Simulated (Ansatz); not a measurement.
## TaN: levels along high-symmetry lines

```
Ta N
1.0
     2.93800    0.00000    0.00000
    -1.46900    2.54438    0.00000
     0.00000    0.00000    2.88300
Ta N
1 1
Direct
  0.33333 0.66667 0.50000
  0.00000 0.00000 0.00000
```

Atom numbers follow the list: Ta1, N2.

The geometry is COD entry 1538016, unchecked; take it as a test cell.

No spin–orbit coupling, which matters for the heavy atoms here.

Method: DFT, LDA, all-electron LAPW, scalar-relativistic in Ansatz 0.2.0.

Sampling and basis: a Γ-centred 12×12×10 k mesh, Fermi–Dirac smearing of 0.02 eV, basis error target 0.25 meV/atom, no spin polarisation.

Points in fractions of the reciprocal vectors of this cell: Γ (0, 0, 0), M (0.5, 0, 0), K (0.333, 0.333, 0), A (0, 0, 0.5), L (0.5, 0, 0.5), H (0.333, 0.333, 0.5). The path joins them by straight lines in the order Γ–M–K–Γ–A–L–H–A–L; legs that retrace an earlier one aren't tabulated. Energies are in eV from the Fermi level.

(1) Is there a gap?

(2) List the levels between -8 and 3.5 eV at the symmetry points.

Results:

(1) None at this level of theory (metallic, semimetallic, or a small gap that the functional closes).

(2) 
Γ: -4.64 (×2), -4.28, -2.98, 2.23, 3.47 (×2)
M: -5.27, -3.56, -3.22, 2.86
K: -7.64, -5.75, -5.24, 0.05, 0.92, 1.47, 2.41
A: -3.82 (×2), -0.20 (×2), 2.33, 3.18 (×2)
L: -7.39, -6.23, -5.77, -0.39
H: -6.61, -3.94, -0.41
